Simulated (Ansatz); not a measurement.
Ge (β-Sn type, space group No. 141) under volume change, plane-wave PAW LDA (Ansatz code), shape and atoms relaxed at each volume.

```json
[
 {"V (Å³/atom)": "16.280", "E − E(relaxed) (meV/atom)": "45.9", "P (GPa)": "10.00"},
 {"V (Å³/atom)": "16.817", "E − E(relaxed) (meV/atom)": "___", "P (GPa)": "___"},
 {"V (Å³/atom)": "17.354", "E − E(relaxed) (meV/atom)": "4.5", "P (GPa)": "2.77"},
 {"V (Å³/atom)": "17.890", "E − E(relaxed) (meV/atom)": "0.0", "P (GPa)": "0.00"},
 {"V (Å³/atom)": "18.427", "E − E(relaxed) (meV/atom)": "___", "P (GPa)": "___"},
 {"V (Å³/atom)": "18.964", "E − E(relaxed) (meV/atom)": "15.1", "P (GPa)": "-4.25"},
 {"V (Å³/atom)": "19.500", "E − E(relaxed) (meV/atom)": "32.1", "P (GPa)": "-5.88"}
]
```

Q: Complete the blanks.

A: 
- 18.427, E − E(relaxed) (meV/atom): 4.0
- 18.427, P (GPa): -2.32
- 16.817, E − E(relaxed) (meV/atom): 19.2
- 16.817, P (GPa): 6.08

Q: What does a third-order Birch–Murnaghan fit give for V₀, B₀ and B′?

A: V₀ = 17.89 Å³/atom, B₀ = 84.2 GPa, B′ = 4.9.

Space group I4_1/amd (β-Sn type). This is a known high-pressure phase of the composition, computed here at zero pressure and temperature. Symmetry was held in the LDA relaxation; of distortions, only those at the zone centre were tested.

Potentials: the later of the program's two PAW sets.
